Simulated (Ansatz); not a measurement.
An Ansatz (a first-principles code) run. Input:

Ansatz 0.2 input:
```yaml
crystal:
  lattice:
    - [0.0, 2.7194361491, 2.7194361491]
    - [2.7194361491, 0.0, 2.7194361491]
    - [2.7194361491, 2.7194361491, 0.0]
  atoms:
    - { symbol: Ga, position: [0.0, 0.0, 0.0] }
    - { symbol: P, position: [0.75, 0.75, 0.75] }
kpoints:
  mp_grid: { grid: [7, 7, 7] }
  band_path:
    path:
      - [[0.0, 0.0, 0.0], [0.5, 0.0, 0.5], [0.625, 0.25, 0.625]]  # Γ-X-U
      - [[0.375, 0.375, 0.75], [0.0, 0.0, 0.0], [0.5, 0.5, 0.5], [0.5, 0.25, 0.75], [0.5, 0.0, 0.5]]  # K-Γ-L-W-X
      - [VBM, CBM]
    npoints: 12
basis: { xc_grid: 2 }
hamiltonian:
  xc: pbesol
  pseudopotentials: { azcp: { folder: ./paw }, kind: paw_fr }
magnetization: { noncollinear: true, spin_orbit: true }
scf:
  n_extra_bands: 12
  convergence: { dr2_threshold: 0.0000000001 }
  occupations: { method: gaussian, width: 0.01 }
checkpoint: { write: soc.run }
output: { eigenvalues: true }
```

Output (shortened):

```
Pseudopotentials: kind: paw_fr
Pseudopotential: Ga, paw, valence charge 13
Pseudopotential: P, paw, valence charge 5
Functional definition: PBEsol
non-collinear run that drives no moment, with spin-orbit …
Crystal: 2 atoms, lattice volume = 40.222 Å³
Basis set: ecut = 420 eV, 749 PW (Γ), exchange–correlation on 54×54×54 points (8 copies of the dense FFT grid, shifted against one another)
Bands: 30, of which v1, the nominal top of the filled ones, is band 18 counted from 1 (17 counted from 0)
Symmetry: 24 space group operations + 24 with time reversal
k-points: 20 of 343 (time reversal used)
Projection manifold: j_resolved (fully-relativistic pseudo-atomic orbitals)
PAW frozen core: Ga, regenerated for the run's functional, and the local potential with it
PAW frozen core: P, regenerated for the run's functional, and the local potential with it
Initial density: superposition of atomic densities (chi_scale 0.1, normalization cell, long waves kept (reshape's long-wave potential 0.00 eV rms))
Initial wavefunctions: pseudopotential atomic-orbital guess
Eigensolver: davidson
Functional: x = pbesol(κ = 0.804, μ = 0.12345679012345678), c = pbesol(β = 0.046)
SCF iter   1: F=—  HF=-4484.290298 eV  |F-HF|=—  |Δ(HF+E_count)|=         —  Δρ=4.50e-2  dr2=6.26e-1  dr2_m=0.00e0 (ungated)  ethr=3.10e-3  |M|=0.00e0 ∫|m|=0.00e0 μB  |m|>n=0.0e0 m-floor=0.0e0 τ_xc=0.0e0  β_m=0.30  ⟨swp⟩=8.7  Hψ=3794  notcnv=0  defer=15
all-band conjugate gradients solve this SCF's bands
preconditioner: auto → none
SCF iter   2: F=—  HF=-4484.171767 eV  |F-HF|=—  |Δ(HF+E_count)|=   1.19e-1  Δρ=2.97e-2  dr2=2.11e-1  dr2_m=0.00e0 (ungated)  ethr=3.10e-3  |M|=0.00e0 ∫|m|=0.00e0 μB  |m|>n=0.0e0 m-floor=0.0e0 τ_xc=0.0e0  β_m=0.49  ⟨swp⟩=2.0  Hψ=892  notcnv=0  defer=106
SCF iter   3: F=—  HF=-4484.135231 eV  |F-HF|=—  |Δ(HF+E_count)|=   3.65e-2  Δρ=6.40e-3  dr2=8.79e-3  dr2_m=0.00e0 (ungated)  ethr=1.17e-3  |M|=0.00e0 ∫|m|=0.00e0 μB  |m|>n=0.0e0 m-floor=0.0e0 τ_xc=0.0e0  β_m=0.52  ⟨swp⟩=2.3  Hψ=685  notcnv=0  defer=108
SCF iter   4: F=—  HF=-4484.134173 eV  |F-HF|=—  |Δ(HF+E_count)|=   1.06e-3  Δρ=1.84e-3  dr2=4.72e-4  dr2_m=0.00e0 (ungated)  ethr=4.88e-5  |M|=0.00e0 ∫|m|=0.00e0 μB  |m|>n=0.0e0 m-floor=0.0e0 τ_xc=0.0e0  β_m=0.50  ⟨swp⟩=2.9  Hψ=1071  notcnv=0  defer=108
SCF iter   5: F=—  HF=-4484.134046 eV  |F-HF|=—  |Δ(HF+E_count)|=   1.28e-4  Δρ=5.03e-4  dr2=4.52e-5  dr2_m=0.00e0 (ungated)  ethr=2.62e-6  |M|=0.00e0 ∫|m|=0.00e0 μB  |m|>n=0.0e0 m-floor=0.0e0 τ_xc=0.0e0  β_m=0.63  ⟨swp⟩=2.0  Hψ=984  notcnv=0  defer=108
SCF iter   6: F=—  HF=-4484.134047 eV  |F-HF|=—  |Δ(HF+E_count)|=   1.88e-6  Δρ=6.20e-5  dr2=6.65e-7  dr2_m=0.00e0 (ungated)  ethr=2.51e-7  |M|=0.00e0 ∫|m|=0.00e0 μB  |m|>n=0.0e0 m-floor=0.0e0 τ_xc=0.0e0  β_m=0.73  ⟨swp⟩=2.2  Hψ=600  notcnv=0  defer=108
SCF iter   7: F=—  HF=-4484.134047 eV  |F-HF|=—  |Δ(HF+E_count)|=   4.32e-8  Δρ=4.22e-6  dr2=5.32e-9  dr2_m=0.00e0 (ungated)  ethr=3.69e-9  |M|=0.00e0 ∫|m|=0.00e0 μB  |m|>n=0.0e0 m-floor=0.0e0 τ_xc=0.0e0  β_m=0.79  ⟨swp⟩=2.2  Hψ=904  notcnv=0  defer=108
SCF iter   8: F=-4484.134047 eV  HF=-4484.134047 eV  |F-HF|=2.09e-11  |Δ(HF+E_count)|=  5.93e-10  Δρ=5.99e-7  dr2=7.33e-11  dr2_m=0.00e0 (ungated)  ethr=1.00e-12  |M|=0.00e0 ∫|m|=0.00e0 μB  |m|>n=0.0e0 m-floor=0.0e0 τ_xc=0.0e0  ⟨swp⟩=9.1  Hψ=3146  notcnv=0
SCF 1 converged in 8 iterations: F = -4484.134047 eV  dr2 = 7.33e-11
NSCF: frozen V_eff on 16 k-points
NSCF: frozen V_eff on 16 k-points
NSCF: frozen V_eff on 16 k-points
NSCF: frozen V_eff on 16 k-points
NSCF: frozen V_eff on 1 k-points
NSCF: frozen V_eff on 5 k-points
NSCF: frozen V_eff on 10 k-points
NSCF: frozen V_eff on 7 k-points
NSCF: frozen V_eff on 4 k-points
NSCF: frozen V_eff on 7 k-points
NSCF: frozen V_eff on 2 k-points
NSCF: frozen V_eff on 5 k-points
NSCF: frozen V_eff on 8 k-points
NSCF: frozen V_eff on 6 k-points
NSCF: frozen V_eff on 3 k-points
NSCF: frozen V_eff on 2 k-points
NSCF: frozen V_eff on 3 k-points
NSCF: frozen V_eff on 87 k-points
SCF converged after 8 iterations
Magnetization: |M| = 0.0000 μB,  M = (+0.0000, +0.0000, +0.0000) μB
Absolute magnetization: 0.0000 μB (∫|m|)
  site 0: m = (+0.0000, +0.0000, +0.0000) μB, |m| = 0.0000 μB  (R = 0.97 Å)
  site 1: m = (+0.0000, +0.0000, +0.0000) μB, |m| = 0.0000 μB  (R = 0.97 Å)
Free energy (F): -4484.134047 eV
Harris-Foulkes:  -4484.134047 eV  (|F-HF|=2.09e-11)
Internal energy: -4484.134047 eV  (E = F + TS)
E sigma→0 (E₀):  -4484.134047 eV
Fermi energy:    7.804464 eV
--- Per-component energies (eV) ---
  E_band       = -59.334917
  E_kinetic    = 180.850614
  E_local      = -1672.563707  (includes V_loc(G=0)·N_el)
  E_nonlocal   = -58.927262
  E_hartree    = 1012.264097
  E_xc         = -135.172751
  E_vxc        = -117.370919  (∫ρ·V_xc dr)
  E_paw        = -2496.045446  (= ΣΔE_a)
  E_vpaw       = -415.851414  (= ΣTr[D̂ρ^β])
  E_aug_tail   = -0.000226  (compensation charges beyond the density's cutoff)
  E_ewald      = -1315.451232
  E_core_change = 0.911865  (= ΣΔE_core)
  E_smearing   =  0.000000  (= −TS)
  E_closure    = 0.000000  (closes the sum)
  Σ components = -4484.134047   (vs F -4484.134047, Δ=0.00e0)
  [band-id]    e_kinetic+e_local+e_nonlocal+2·e_hartree+e_vxc+e_vpaw+e_augmentation_tail = -59.334719   (vs E_band -59.334917, Δ=1.98e-4)
--- Band table (eV; the first three rows and the last of 20) ---
  k-point 0: bands = ["-7.7377", "-7.7377", "-7.7377", "-7.7377", "-7.3198", "-7.3198", "-7.2515", "-7.2515", "-7.2515", "-7.2515", "-5.5036", "-5.5036", "7.0069", "7.0069", "7.0926", "7.0926", "7.0926", "7.0926", "8.8607", "8.8607", "10.7669", "10.7669", "10.9351", "10.9351", "10.9351", "10.9351", "15.6649", "15.6649", "16.7629", "16.7629"]
  k-point 1: bands = ["-7.7415", "-7.7415", "-7.7388", "-7.7333", "-7.3220", "-7.3220", "-7.2579", "-7.2579", "-7.2499", "-7.2438", "-5.2363", "-5.2363", "5.0822", "5.0822", "6.7374", "6.7374", "6.7968", "6.8008", "9.4705", "9.4705", "11.2626", "11.2626", "11.3740", "11.3756", "11.6970", "11.6970", "16.0168", "16.0236", "16.0236", "16.0318"]
  k-point 2: bands = ["-7.7511", "-7.7511", "-7.7362", "-7.7295", "-7.3234", "-7.3234", "-7.2699", "-7.2699", "-7.2396", "-7.2320", "-4.4946", "-4.4946", "2.5322", "2.5322", "6.2381", "6.2381", "6.3033", "6.3075", "9.0361", "9.0361", "11.7529", "11.7529", "11.8379", "11.8406", "13.9108", "13.9108", "16.1394", "16.1394", "16.1457", "16.1618"]
  k-point 19: bands = ["-7.8013", "-7.7535", "-7.7121", "-7.7002", "-7.3788", "-7.2821", "-7.2653", "-7.2551", "-7.2352", "-7.2290", "-2.4930", "-2.4904", "0.5023", "0.5130", "3.0800", "3.1015", "4.1880", "4.2143", "10.5031", "10.5168", "12.3192", "12.3346", "13.3213", "13.3618", "13.9908", "14.0461", "17.1364", "17.2013", "18.4740", "18.4860"]
  band table: 30 of 30 bands, residual norms ≤ 1.0e-3 eV
```

Cost: about 20 core-seconds (a rough figure) on shared cores.

Space group F-43m (zinc blende). The cell was relaxed with PBEsol under the symmetry of its start.

Potentials: the earlier of the program's two PAW sets. The files were generated under PBE; for other functionals the program regenerates the frozen cores, and for LDA and PBEsol the local potential too.

Ansatz is a plane-wave DFT program.
